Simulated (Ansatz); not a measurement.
A relaxation computed with Ansatz, from input to last step.

```yaml
crystal:
  lattice:
    - [3.2535931294, 0.0, 0.0]
    - [-1.250844996, 4.0248578733, 0.0]
    - [1.910623245, 0.9964094527, 4.1248994692]
  atoms:
    - { symbol: Li, position: [0.5299782543, 0.6568930886, 0.2589690509] }
    - { symbol: Li, position: [0.9078048596, 0.9642790004, 0.7370176128] }
    - { symbol: H, position: [0.7241397149, 0.7245236006, 0.5038320559] }
    - { symbol: H, position: [7.4501e-05, 0.181393676, 0.3771661889] }
    - { symbol: H, position: [0.8464637636, 0.5396320561, 0.3436210484] }
basis:
  ecutwfc: 420
kpoints:
  mp_grid: { grid: [6, 4, 4] }
hamiltonian:
  xc: pbe
scf:
  occupations: { method: gaussian, width: 0.1 }
  lower_state_search: "off"
output:
  forces: true
  stress: true
  eigenvalues: true
relax:
  adjacent_minimum: "off"
  f_tol: 0.04
  max_steps: 70
  cell: { stress_tol: 0.4 }
```

```bash
ansatz run input.yaml --threads 1 --pin off --max-ram 2560MiB --backend cpu --events-out ev --progress --plain --runs-dir out
```

Computed with DFT PBE, scalar-relativistic, plane waves, PAW (Ansatz 0.2.0).

Of 23 frames 10 are shown, positions in Å and forces in eV/Å; the SCF threshold varies from step to step. Steps run on the plane waves of an earlier cell, with a Pulay correction in the pressure. The basis is chosen afresh for the last frame, the zero of the energies, and at times for earlier ones too; energy and pressure step there, also at an unchanged geometry. Here that happened at step 21 (-5 meV/atom, 0.4 GPa); the frames before carry an error of that size. The mark taken_back stands on steps that the optimiser undid.

```xyz
5
Lattice="3.2536 0.0000 0.0000 -1.2508 4.0249 0.0000 1.9106 0.9964 4.1249" Properties=species:S:1:pos:R:3:forces:R:3 pbc="T T T" step=1 free_energy_over_end_meV_per_atom=543.51 pressure_GPa=2.95
Li    1.3975    2.9019    1.0682   -2.5908   -0.3101   -0.1669
Li    3.1556    4.6155    3.0401    0.4275    0.6491   -0.3791
H     2.4124    3.4181    2.0783    0.7816   -1.4890   -0.3823
H     0.4940    1.1059    1.5558   -0.1359    0.1771   -0.2857
H     2.7356    2.5143    1.4174    1.5177    0.9730    1.2140
5
Lattice="3.2704 -0.1284 0.0530 -1.4161 4.0908 -0.1623 1.9484 0.7797 4.2520" Properties=species:S:1:pos:R:3:forces:R:3 pbc="T T T" step=3 free_energy_over_end_meV_per_atom=273.31 pressure_GPa=3.19
Li    1.1289    2.6780    1.0384   -0.3834   -0.1175   -0.3230
Li    3.1594    4.6435    2.8916    0.2559    0.4125   -0.0038
H     2.4277    2.9881    2.0820   -0.2344    0.6294    0.9509
H     0.4201    1.0872    1.5221   -0.1024   -0.1381    0.0918
H     2.6866    2.4936    1.5698    0.4642   -0.7859   -0.7159
5
Lattice="3.2764 -0.4429 0.0740 -1.8075 4.2576 -0.3512 1.8822 0.4211 4.2790" Properties=species:S:1:pos:R:3:forces:R:3 pbc="T T T" step=6 free_energy_over_end_meV_per_atom=148.32 pressure_GPa=0.12
Li    0.7478    2.4380    0.7921   -0.0543    0.0464   -0.0178
Li    3.0913    4.5520    2.5998    0.2454    0.0544   -0.1445
H     2.1661    2.6204    2.0830   -0.1025    0.3663    0.6236
H     0.1481    0.8833    1.6980   -0.1671   -0.1093    0.1516
H     2.3403    2.1659    1.4749    0.0783   -0.3578   -0.6127
5
Lattice="3.2653 -0.7208 0.0705 -2.1470 4.2978 -0.4357 1.7861 0.1533 4.2916" Properties=species:S:1:pos:R:3:forces:R:3 pbc="T T T" step=8 free_energy_over_end_meV_per_atom=102.93 pressure_GPa=-0.42
Li    0.4512    2.3793    0.7869    0.0319    0.0895    0.1273
Li    2.7860    4.0708    2.3268   -0.2090   -0.1652   -0.0482
H     1.9877    2.1960    2.1784    0.1177    0.1023   -0.4998
H    -0.0740    0.7286    1.7703    0.0948   -0.1448   -0.0594
H     2.0545    1.9775    1.3431   -0.0356    0.1183    0.4804
5
Lattice="3.4204 -0.8874 -0.0610 -2.4127 4.4825 -0.4841 1.6595 -0.0160 3.6539" Properties=species:S:1:pos:R:3:forces:R:3 pbc="T T T" step=11 free_energy_over_end_meV_per_atom=61.67 pressure_GPa=-0.56
Li    0.2586    2.4184    0.7029    0.0196   -0.0035    0.1023
Li    2.5503    3.9030    1.5928   -0.0036   -0.0035    0.0583
H     2.0073    2.0914    1.7744    0.0294    0.0135    0.0388
H    -0.2118    0.6629    1.4738    0.0032    0.0149   -0.0107
H     1.9715    1.9658    0.9022   -0.0486   -0.0213   -0.1887
5
Lattice="3.4796 -0.9282 -0.1237 -2.4859 4.5586 -0.4423 1.6023 -0.0069 3.2337" Properties=species:S:1:pos:R:3:forces:R:3 pbc="T T T" step=13 free_energy_over_end_meV_per_atom=37.13 pressure_GPa=-0.76
Li    0.1875    2.4643    0.7345    0.0608    0.0045    0.1359
Li    2.5137    3.9205    1.3869    0.0195    0.0153    0.1354
H     2.0112    2.0908    1.4726   -0.0521    0.0609    0.1293
H    -0.2419    0.6712    1.2840   -0.0131    0.0125   -0.0387
H     1.9320    2.0257    0.5742   -0.0152   -0.0931   -0.3618
5
Lattice="3.3657 -0.8695 0.0042 -2.3696 4.5619 -0.5042 1.7155 0.0209 2.9570" Properties=species:S:1:pos:R:3:forces:R:3 pbc="T T T" step=16 free_energy_over_end_meV_per_atom=23.63 pressure_GPa=0.68 taken_back
Li    0.3984    2.5411    0.8737   -0.6007    0.0985   -0.0570
Li    2.6115    4.0265    1.6323   -0.1113    0.0913   -0.0719
H     1.9634    2.0593    1.2264    0.4154    0.1949   -0.1069
H    -0.2447    0.7717    1.0655    0.2062   -0.3200    0.1008
H     1.9394    2.0221    0.2350    0.0904   -0.0647    0.1351
5
Lattice="3.3691 -0.8470 0.0055 -2.3430 4.5740 -0.5250 1.7260 0.0185 3.0975" Properties=species:S:1:pos:R:3:forces:R:3 pbc="T T T" step=18 free_energy_over_end_meV_per_atom=6.44 pressure_GPa=-0.56
Li    0.3359    2.5304    0.8696    0.0087    0.0091    0.0131
Li    2.5762    4.1213    1.7042    0.0084   -0.0036   -0.0303
H     2.0362    2.1622    1.2419    0.0071   -0.0165   -0.0298
H    -0.1658    0.6747    1.1650   -0.0013   -0.0116    0.0005
H     2.0008    2.0316    0.3040   -0.0229    0.0225    0.0465
5
Lattice="3.3639 -0.8560 -0.0071 -2.3522 4.5466 -0.5171 1.7042 0.0087 3.0599" Properties=species:S:1:pos:R:3:forces:R:3 pbc="T T T" step=21 free_energy_over_end_meV_per_atom=0.49 pressure_GPa=0.35
Li    0.3178    2.5112    0.8596   -0.0042    0.0020   -0.0032
Li    2.5600    4.0680    1.6456   -0.0010   -0.0036    0.0002
H     2.0165    2.1335    1.2373   -0.0076    0.0020   -0.0081
H    -0.1725    0.6652    1.1469    0.0011    0.0025    0.0069
H     1.9692    2.0094    0.2983    0.0116   -0.0029    0.0043
5
Lattice="3.3871 -0.8854 0.0076 -2.3974 4.5954 -0.5374 1.7275 -0.0143 3.0478" Properties=species:S:1:pos:R:3:forces:R:3 pbc="T T T" step=23 free_energy_over_end_meV_per_atom=0.00 pressure_GPa=0.07
Li    0.3092    2.5234    0.8521   -0.0004    0.0004   -0.0038
Li    2.5445    4.0736    1.6250    0.0012   -0.0045   -0.0070
H     2.0170    2.1297    1.2335    0.0044   -0.0008   -0.0015
H    -0.1730    0.6681    1.1399   -0.0008   -0.0003    0.0030
H     1.9761    2.0027    0.2925   -0.0044    0.0052    0.0092
```

The start is a random arrangement. At the end the space group is Pm (tolerance 0.05 Å).

Time: 82 s on 1 thread of Arm Neoverse V1 (shared host), peak memory 0.33 GiB.

The k mesh is coarse.